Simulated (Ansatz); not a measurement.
An elastic tensor (GPa, Voigt order, standard axes) from plane-wave PAW PBEsol (Ansatz code):

```
       1      2      3      4      5      6
-  -----  -----  -----  -----  -----  -----
1    580  -69.0  -69.0    0.0    0.0    0.0
2  -69.0    580  -69.0    0.0    0.0    0.0
3  -69.0  -69.0    580    0.0    0.0    0.0
4    0.0    0.0    0.0  -55.6    0.0    0.0
5    0.0    0.0    0.0    0.0  -55.6    0.0
6    0.0    0.0    0.0    0.0    0.0  -55.6
```

Question: Pick the material that matches.
A) ZnSO4, F-43m (Zn on 4c, S on 4a, O on 16e)
B) TiTc, CsCl type
C) MgO, CsCl type
D) GaCo, CsCl type

Answer: C, MgO, CsCl type

Space group Pm-3m (CsCl type). This is a known high-pressure phase of the composition, computed here at zero pressure and temperature. The PBEsol relaxation kept the symmetry of its start. At this level the phase is dynamically unstable (imaginary phonons).

Potentials: the later of the program's two PAW sets.
